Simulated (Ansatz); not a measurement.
Al5C3N in space group P6_3mc (No. 186; Pearson symbol hP18), PBEsol (plane waves, PAW; program Ansatz). The conduction-band minimum lies at M, with 3 equivalent valleys. Second derivatives d²E/dk² of the lowest band at one valley (eV·Å²), along Cartesian directions:

| direction | d²E/dk² |
|---|---|
| [100] | 39.59 |
| [010] | 13.56 |
| [001] | 13.31 |
| [110] | 26.60 |
| [101] | 26.48 |
| [011] | 13.44 |

Problem. Find the principal effective masses, the density-of-states mass and the conductivity mass.

Solution. Off-diagonal terms follow from H_xy = H[110] − (H_xx + H_yy)/2, and m*/mₑ = 7.620 eV·Å² over each eigenvalue: 0.19, 0.56, 0.57. One valley's DOS mass (m₁m₂m₃)^(1/3) = 0.40, conductivity mass 3/(Σ 1/mᵢ) = 0.34 mₑ.

Problem. What effective density of states Nc follows at 300 K for parabolic valleys?

Solution. Nc = 2.509e19 × 3 × (0.40)^(3/2) ≈ 1.9e19 cm⁻³.

Problem. With the computed static dielectric constant 15.3 (mean of the diagonal), estimate a hydrogenic donor's binding energy and radius.

Solution. E = 13.606 eV × 0.34/15.3² ≈ 20 meV; a = 0.529 Å × ε/m* ≈ 24 Å. Semilocal masses tend to be too small when the gap is underestimated.

The workflow started from a Materials Project entry (that database holds measured and hypothetical structures alike); the Crystallography Open Database files this formula in space group No. 186, but the cells were not matched. Whether it is the stable phase at ambient conditions was not checked. The cell was relaxed with PBEsol under the symmetry of its start; its stability against distortions is not shown here.

Potentials: the later of the program's two PAW sets.
